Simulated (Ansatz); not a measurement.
BiBr3:
```xyz
8
Lattice="3.5942 6.2207 0.0000 -3.5942 6.2207 0.0000 -2.3665 0.0000 6.4804" Properties=species:S:1:pos:R:3 pbc="T T T"
Bi     0.0000     2.0698     0.0000
Bi     0.0000    10.3715     0.0000
Br    -3.5970     4.0852     4.8401
Br     1.2304     8.3561     1.6403
Br     1.2304     4.0852     1.6403
Br    -3.5970     8.3561     4.8401
Br     0.1362     6.2207     4.7990
Br    -2.5027     6.2207     1.6815
```

Relaxed with r²SCAN+D4.

### Question
Give the Bader charges and basin volumes of the independent atoms, r²SCAN+D4 in the plane-wave PAW code Ansatz.

### Answer


| atom | Bader charge (e) | Bader volume (Å³) |
|---|---|---|
| Bi1 | +1.52 | 21.9 |
| Br3 | -0.51 | 39.8 |
| Br7 | -0.51 | 40.5 |

Space group C2/m. The workflow started from a Materials Project entry (that database holds measured and hypothetical structures alike); the Crystallography Open Database files this formula in space group No. 12, but the cells were not matched. Whether it is the stable phase at ambient conditions was not checked. Symmetry was held in the r²SCAN+D4 relaxation; whether a distortion lowers the energy is not shown. Spin–orbit coupling is left out wherever it is not named.

Potentials: the later of the program's two PAW sets.
